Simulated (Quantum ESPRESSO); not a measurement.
## Kohn-Sham bands of HfC (rock salt)

```yaml
crystal:
  lattice:
    - [0.00000, 2.31714, 2.31714]
    - [2.31714, 0.00000, 2.31714]
    - [2.31714, 2.31714, 0.00000]
  atoms:
    - { symbol: Hf, position: [0.00000, 0.00000, 0.00000] }
    - { symbol: C, position: [0.50000, 0.50000, 0.50000] }
```

Materials Project entry mp-21075; symmetrised, unrelaxed at this level. COD (Crystallography Open Database) has an entry of this formula and space group (matched by these alone). Method: LDA plane waves in Quantum ESPRESSO 7.5 (PseudoDojo norm-conserving files, 66 Ry, no spin polarisation, no spin-orbit coupling), Bloch states on a 10×10×10 mesh through Γ, Wannier90 4.0.1. Density: 12×12×12 mesh, cold smearing 0.01 Ry. Spin-orbit coupling is left out although heavy elements are present.

Energies are relative to the Fermi level; weights are on the orthonormalised atomic waves of the pseudopotential files, averaged over the group. 16 electrons a cell are treated as valence.

```tsv
bands	from (eV)	to (eV)	filling	weight on atomic waves
1	-61.04	-60.98	filled	___
2–4	-30.20	-29.49	filled	___
5	-12.26	-8.36	filled	___
```

**Question.** Which atomic shells make up each group?

**Answer.** 
- 1, weight on atomic waves: Hf 5s 95 %
- 2–4, weight on atomic waves: Hf 5p 97 %
- 5, weight on atomic waves: C 2s 56 %, Hf 5d 25 %, Hf 6s 13 %

No gap over 0.05 eV opens at the Fermi level at this level of theory.
